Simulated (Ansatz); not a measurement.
## Stability checks on a candidate for AgS

The cell was found from a structure generator's guess, not taken from experiment.

Computed with Ansatz 0.2.0, DFT PBE, scalar-relativistic, plane waves, PAW. Settings of the last relaxation (2-atom cell): 420 eV, 18×18×18 k points, Gaussian smearing of 0.10 eV, no spin polarisation.

```cif
data_structure
_symmetry_space_group_name_H-M 'Fm-3m'
_symmetry_Int_Tables_number 225
_cell_length_a 5.2829
_cell_length_b 5.2829
_cell_length_c 5.2829
_cell_angle_alpha 90.000
_cell_angle_beta 90.000
_cell_angle_gamma 90.000
_cell_volume 147.44
loop_
_atom_site_label
_atom_site_type_symbol
_atom_site_symmetry_multiplicity
_atom_site_Wyckoff_symbol
_atom_site_fract_x
_atom_site_fract_y
_atom_site_fract_z
_atom_site_occupancy
Ag1 Ag 4 a 0.00000 0.00000 0.00000 1
S1 S 4 b 0.50000 0.00000 0.00000 1
```

Formation energies are uncorrected and refer to the elements' standard structures at the same level.

Task: These tests were run: energy against the elements; phonons at Γ; elastic tensor. What do they show?

Result:

| test | result |
| --- | --- |
| energy against the elements | +0.07 eV/atom |
| phonons at Γ | lowest optical mode 212 cm⁻¹ |
| elastic tensor | least eigenvalue 16 GPa |

It fails one test: energy against the elements. It may still be a metastable minimum. Undecided within the accuracy: elastic tensor.

An odd number of electrons in the primitive cell allows no gap without spin; a larger cell or a magnetic state could open one. The reference form of S is held partly by dispersion forces, which this level lacks. The run for the phonons used an 18×18×18 k mesh and Fermi–Dirac smearing of 0.15 eV. The run for the elastic tensor used an 18×18×18 k mesh and Fermi–Dirac smearing of 0.15 eV.
